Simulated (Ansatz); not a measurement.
Nb2O5 in space group Pmmn (No. 59; Nb on 4e, O on 2a, O on 4e, O on 4e), DFT-PBE in the program Ansatz with PAW potentials, all energies at zero smearing, with the estimated change up to a 700 eV cutoff added, with one set of potentials and settings (totals compare only within such a set). Cell of 14 atoms (4 Nb, 10 O): -23896.264 eV.

```tsv
element	reference phase	E (eV/atom)
Nb	Im-3m, 1 atoms in the cell	-4552.3152
O	C2/m, 4 atoms in the cell, spin-polarised	-565.0042
```

Formation energy per atom, worked out: (-23896.264 − 4×(-4552.3152) − 10×(-565.0042))/14 = -2.640 eV/atom (-255 kJ per mol of atoms), at 0 K, without zero-point energy or fitted corrections.

The start of the workflow was typed in or built on a structure type; neither database checked (COD, Materials Project) lists it. COD files the formula under space group No. 3, 15, 139. Its standing as an ambient phase is unchecked. The cell was relaxed with PBE under the symmetry of its start; its stability against distortions is not shown here. The workflow began spin-polarised and lost its moments. The references are the lowest solids computed at this level, not always the standard phases (solids in place of the gases).

Potentials: the earlier of the program's two PAW sets.
